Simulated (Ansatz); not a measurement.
BAs:
```
CELL_PARAMETERS angstrom
      0.00000     2.39123     2.39123
      2.39123     0.00000     2.39123
      2.39123     2.39123     0.00000
ATOMIC_POSITIONS crystal
  B  0.75000 0.75000 0.75000
  As 0.00000 0.00000 0.00000
```

Relaxed with r²SCAN. Special points in fractions of this cell's reciprocal vectors: Γ (0.000, 0.000, 0.000); X (0.500, 0.000, 0.500); U (0.625, 0.250, 0.625); K (0.375, 0.375, 0.750); L (0.500, 0.500, 0.500); W (0.500, 0.250, 0.750).

List the band energies nearest the valence-band maximum at these points for plane-wave PAW r²SCAN (Ansatz code).

In eV from the valence-band maximum; about four levels below and three above (degenerate sets whole), none deeper than 8.9 eV; … stands for higher levels left out; points with the same levels are listed once.

```json
[
 {"k": "Γ", "below": "0.00 0.00 0.00", "above": "3.44 3.44 3.44"},
 {"k": "X", "below": "-4.30 -4.30", "above": "1.61 1.70 …"},
 {"k": "U", "below": "-8.65 -6.19 -3.68", "above": "2.28 5.97 9.80"},
 {"k": "L", "below": "-1.93 -1.93", "above": "2.94 5.06 5.06"},
 {"k": "W", "below": "-8.59 -5.71 -5.41", "above": "5.70 6.44 7.19"}
]
```

Space group F-43m (zinc blende). The r²SCAN relaxation kept the symmetry of its start; phonons on a q-mesh show no instability. Spin–orbit coupling is left out wherever it is not named.

Potentials: the earlier of the program's two PAW sets.
